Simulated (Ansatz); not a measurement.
Ca₃GeN (anti-perovskite, Pm-3m) at seven volumes, DFT-r²SCAN in the program Ansatz with PAW potentials, scaled uniformly. One row is withheld.

```tsv
V (Å³/atom)	P (GPa)
20.010	6.96
20.670	?
21.330	1.97
21.990	0.00
22.649	-1.69
23.309	-3.14
23.969	-4.37
```

Question: Fit the shown pressures and predict the withheld one.

Answer: P = (3/2)B₀(x^(7/2) − x^(5/2))[1 + (3/4)(B′ − 4)(x − 1)] with x = (V₀/V)^(2/3). Least squares on the six rows gives V₀ = 21.989 Å³/atom, B₀ = 60.7 GPa, B′ = 4.15. At V = 20.670, x = 1.0421 and P = 4.27 GPa. The run itself gave 4.27 GPa.

The workflow started from an entry of the Crystallography Open Database (COD). Whether it is the stable phase at ambient conditions was not checked. The cell was relaxed with r²SCAN under the symmetry of its start; whether a distortion lowers the energy is not shown.

Potentials: the later of the program's two PAW sets.
